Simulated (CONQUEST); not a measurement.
# Convergence test for MoS2 (P6_3/mmc, 12 atoms in the cell; from Materials Project mp-1018809)

```
MoS2
1.0
    3.18543     0.00000     0.00000
    0.00000     5.51733     0.00000
    0.00000     0.00000    13.17839
Mo S
4 8
Cartesian
  0.00000   0.00000   3.29460
  0.00000   0.00000   9.88379
  1.59272   2.75866   3.29460
  1.59272   2.75866   9.88379
  0.00000   1.83911   4.84622
  1.59272   0.91956   8.33217
  1.59272   0.91956  11.43542
  0.00000   1.83911   1.74297
  1.59272   4.59777   4.84622
  0.00000   3.67822   8.33217
  0.00000   3.67822  11.43542
  1.59272   4.59777   1.74297
```

Level of theory: PBE, numerical atomic orbitals double-zeta with polarisation (the shipped basis), PseudoDojo norm-conserving potentials made for PBE (CONQUEST).

The program uses no crystal symmetry, so grid and mesh can part values that symmetry would make equal. The atom-centred basis is finite, which shifts total energies, pressures and forces against plane waves. The structure comes from a collection of computed structures, made at another level of theory; the collection holds predicted forms beside known ones.

Held fixed: basis = DZP; Diag.MPMeshX, Y, Z = 5 3 2; potentials = PseudoDojo norm-conserving PBE; DM.SolutionMethod = diagon; Diag.MPShiftX = 0.10000000; Diag.MPShiftY = 0.16666667; Diag.SmearingType = 1; Diag.kT = 0.000735 Ha; Diag.MPOrder = 0; minE.SCTolerance = 1.0e-07; SC.MaxIters = 100; SC.LinearMixingFactor = 0.3; AtomMove.TypeOfRun = static.

ΔF is the free energy per atom less that of the last row (210 Ha).

```
Grid.GridCutoff  ΔF (meV/atom)  pressure (GPa)  largest force (eV/Å)  largest change of a force vector from the last row (eV/Å)  rough cost (cheapest run = 1)
---------------  -------------  --------------  --------------------  ---------------------------------------------------------  -----------------------------
56 Ha                    -0.50            3.51                 0.547                                                      0.008                              1
70 Ha                    -1.29            3.33                 0.539                                                      0.004                              1
84 Ha                     0.13            3.49                 0.547                                                      0.011                              1
98 Ha                     0.09            3.33                 0.532                                                      0.013                              1
112 Ha                   -0.02            3.42                 0.531                                                      0.018                              2
126 Ha                    0.09            3.41                 0.537                                                      0.009                              2
140 Ha                    0.06            3.44                 0.536                                                      0.006                              2
182 Ha                    0.03            3.49                 0.542                                                      0.006                              3
210 Ha                    0.00            3.49                 0.542                                                      0.000                              3
```
